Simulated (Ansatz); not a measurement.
## TiRh, one cell by several methods

```yaml
crystal:
  lattice:
    - [2.98800, 0.00000, 0.00000]
    - [0.00000, 2.98800, 0.00000]
    - [0.00000, 0.00000, 3.35000]
  atoms:
    - { symbol: Ti, position: [0.50000, 0.50000, 0.50000] }
    - { symbol: Rh, position: [0.00000, 0.00000, 0.00000] }
```

Atoms are numbered in the order listed.

The geometry is COD entry 1523124, unchecked; take it as a test cell.

Spin polarisation is left out, and whether a magnetic state lies lower isn't shown here.

All numbers are computed: DFT, PBEsol, PAW with Ansatz's default frozen-core files, scalar-relativistic (Ansatz 0.2.0); DFT, PBEsol, all-electron PAW with datasets made for the crystal, scalar-relativistic (Ansatz 0.2.0); DFT, PBEsol, all-electron LAPW, scalar-relativistic (Ansatz 0.2.0).

For PAW: a Γ-centred 11×11×10 k mesh, Fermi–Dirac smearing of 0.05 eV, cutoff 420 eV, no spin polarisation; the PAW files were made with PBE, and the program remakes their frozen cores for this functional. The crystal-made all-electron datasets (AE datasets) take a cutoff of 300 eV at this cell. LAPW targets a basis error of 1 meV/atom. The Ansatz runs share mesh, smearing and spin set-up. Plane-wave (PAW) pressures include the program's estimate of the Pulay term.

Stress and pressure are positive in compression.

Spin–orbit coupling is left out, which moves gradients at and beside heavy atoms by some per cent and at worst by a factor of two.

In a metal, gradients converge slowly with the k mesh: the values move by tens of per cent from one mesh to another, at times in sign, so only the comparison on one mesh counts.

Levels count from the Fermi level.

| quantity | PAW | AE datasets | LAPW |
| --- | --- | --- | --- |
| pressure (GPa) | -6.72 | -6.73 | -6.73 |
| stress xx (GPa) | -7.63 | -7.64 | -7.65 |
| stress zz (GPa) | -4.90 | -4.90 | -4.90 |
| highest filled level at X (eV) | -0.202 | -0.204 | -0.204 |
| lowest empty level at X (eV) | 0.594 | 0.593 | 0.593 |
| highest filled level at Z (eV) | -0.459 | -0.459 | -0.459 |
| lowest empty level at Z (eV) | 0.764 | 0.763 | 0.763 |
| highest filled level at Γ (eV) | -1.761 | -1.760 | -1.760 |
| lowest empty level at Γ (eV) | 0.316 | 0.318 | 0.318 |
| field gradient Vzz at Rh2 (10²¹ V/m²) | 1.70 | 1.72 | – |
